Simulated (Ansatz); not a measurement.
A plane-wave run on FeAsIr

The input, for Ansatz 0.2.0 (plane waves, PAW):

```yaml
crystal:
  lattice:
    - [6.318267, 0.0, 0.0]
    - [-3.159134, 5.471783, 0.0]
    - [0.0, 0.0, 3.575274]
  atoms:
    - { symbol: Fe, position: [0.2557, 0.0, 0.0] }
    - { symbol: Fe, position: [0.7443, 0.7443, 0.0] }
    - { symbol: Fe, position: [0.0, 0.2557, 0.0] }
    - { symbol: As, position: [0.3333, 0.6667, 0.0] }
    - { symbol: As, position: [0.6667, 0.3333, 0.0] }
    - { symbol: As, position: [0.0, 0.0, 0.5] }
    - { symbol: Ir, position: [0.59, 0.0, 0.5] }
    - { symbol: Ir, position: [0.41, 0.41, 0.5] }
    - { symbol: Ir, position: [0.0, 0.59, 0.5] }
  symmetry: { tolerance: 0.0003 }
kpoints:
  mp_grid: { grid: [6, 6, 9], shift: [0, 0, 0] }
  band_path:
    path:
      - [0.0, 0.0, 0.0]
      - [0.5, 1.1e-07, 0.0]
      - [0.33333333, 0.33333344, 0.0]
      - [0.0, 0.0, 0.0]
      - [0.0, 0.0, 0.5]
      - [0.5, 1.1e-07, 0.5]
      - [0.33333333, 0.33333344, 0.5]
      - [0.0, 0.0, 0.5]
      - [0.5, 1.1e-07, 0.5]
      - [0.5, 1.1e-07, 0.0]
      - [0.33333333, 0.33333344, 0.5]
    npoints: 6
magnetization:
  spin_polarized: false
scf:
  occupations: { method: cold, width: 0.2422 }
  lower_state_search: "off"
  max_iter: 200
hamiltonian:
  pseudopotentials: { kind: paw }
  xc: r2scan
basis:
  ecutwfc: 500
  fft_grid_basis: typed
output:
  forces: true
  stress: true
  eigenvalues: true
  bader: true
  populations: true
  elf: true
  write_potential: true
  volumetric_format: npy
  dos:
    e_range: [-12, 8]
    de: 0.05
    projected: { site_lists: { As: [As], Fe: [Fe], Ir: [Ir] } }
checkpoint:
  read: saved_state
```

The run starts from an earlier solution of this cell. 

Excerpt of what it printed:

```
Warning: the atoms were moved onto the symmetric positions of the space group found under crystal.symmetry.tolerance 3.0e-4 (fractional; no operation is sought that the atoms, as they stand in a round, miss by more than twice it, and no atom is moved by as much as it), and the run uses the moved positions.
Pseudopotentials: kind: paw
Pseudopotential: Fe, paw, valence charge 16, recommended cutoff 500 eV (meta_gga), Fe.paw.azcp
Pseudopotential: As, paw, valence charge 15, recommended cutoff 500 eV (meta_gga), As.paw.azcp
Pseudopotential: Ir, paw, valence charge 17, recommended cutoff 500 eV (meta_gga), Ir.paw.azcp
Functional definition: r2SCAN
  exchange = r2scan_x(k0 = k0, k1 = k1, a1 = a1)
  correlation = r2scan_c
Crystal: 9 atoms, lattice volume = 123.605 Å³
Basis set: ecut = 500 eV, 3133 PW (Γ), exchange–correlation on 192×192×108 points (64 copies of the dense FFT grid, shifted against one another)
Bands: 87, of which v1, the nominal top of the filled ones, is band 72 counted from 1 (71 counted from 0)
Symmetry: 12 space group operations
Space group: P-62m (ITA 189), of the structure as read, at distance tolerance 1.5e-3 Å
k-points: 35 of 324 (time reversal used)
Initial density: read from a saved state, or passed on in memory by an earlier SCF of this step, an earlier step, the calling program or the single point that the run made first
Functional: x = r2scan, c = r2scan; τ floored in thin density (d = 2e-4 eV/Å³)
SCF iter   1: F=—  Δρ=4.58e-3  dr2=4.38e-3  dr2_τ=1.24e-2
SCF iter   2: F=—  S|Δr|=    0.00e0  Δρ=4.28e-3  dr2=1.79e-2  dr2_τ=1.78e-3  recentre
SCF iter   3: F=—  S|Δr|=    0.00e0  Δρ=3.28e-3  dr2=3.64e-3  dr2_τ=2.32e-3
SCF iter   4: F=—  S|Δr|=    0.00e0  Δρ=1.82e-3  dr2=3.85e-4  dr2_τ=8.08e-4
SCF iter   5: F=—  S|Δr|=    0.00e0  Δρ=1.95e-4  dr2=2.52e-5  dr2_τ=4.39e-6
SCF iter   6: F=—  S|Δr|=    0.00e0  Δρ=1.14e-4  dr2=5.92e-6  dr2_τ=1.57e-6
SCF iter   7: F=—  S|Δr|=    0.00e0  Δρ=4.08e-5  dr2=1.91e-6  dr2_τ=1.30e-7
SCF iter   8: F=—  S|Δr|=    0.00e0  Δρ=2.17e-5  dr2=5.60e-7  dr2_τ=9.60e-9
SCF iter   9: F=—  S|Δr|=    0.00e0  Δρ=1.41e-5  dr2=2.75e-7  dr2_τ=3.90e-9
SCF iter  10: F=-63894.2144 eV  S|Δr|=    0.00e0  Δρ=8.06e-6  dr2=9.80e-8  dr2_τ=1.82e-9
Free energy (F): -63894.2144 eV
Harris-Foulkes:  -63894.2144 eV  (|F-HF|=9.24e-8)
Internal energy: -63894.1469 eV  (E = F + TS)
E sigma→0 (E₀):  -63894.1919 eV
Entropy (-TS):   -0.0675 eV (-7.501 meV/atom)
Fermi energy:    19.8191 eV
--- Stress (GPa, compression-positive) ---
      -14.0191       0.0000       0.0000
        0.0000     -14.0191       0.0000
        0.0000       0.0000      -3.5647
  P = ⅓ Tr σ = -10.5343 GPa (-105.343 kbar)
--- Löwdin populations: 9 sites ---
  site symbol       q [e]
     0     Fe     15.6867
     1     Fe     15.6867
     2     Fe     15.6867
     3     As     15.1153
     4     As     15.1153
     5     As     15.1571
     6     Ir     16.7867
     7     Ir     16.7867
     8     Ir     16.7867
  spilling = 0.0083 (of n_electrons = 144.0000)
--- Bader charges: 9 sites ---
  site symbol  charge [e]  shift [e]
     0     Fe      0.4098     0.0025
     1     Fe      0.4098     0.0025
     2     Fe      0.4098     0.0025
     3     As     -0.0429     0.0008
     4     As     -0.0429     0.0008
     5     As     -0.2834     0.0021
     6     Ir     -0.2867     0.0023
     7     Ir     -0.2867     0.0023
     8     Ir     -0.2868     0.0023
```

Origin: a known structure type with other elements, at an estimated volume, so it need not be a known compound. Caveats: no spin polarisation, so a magnetic state may lie lower; wide smearing.
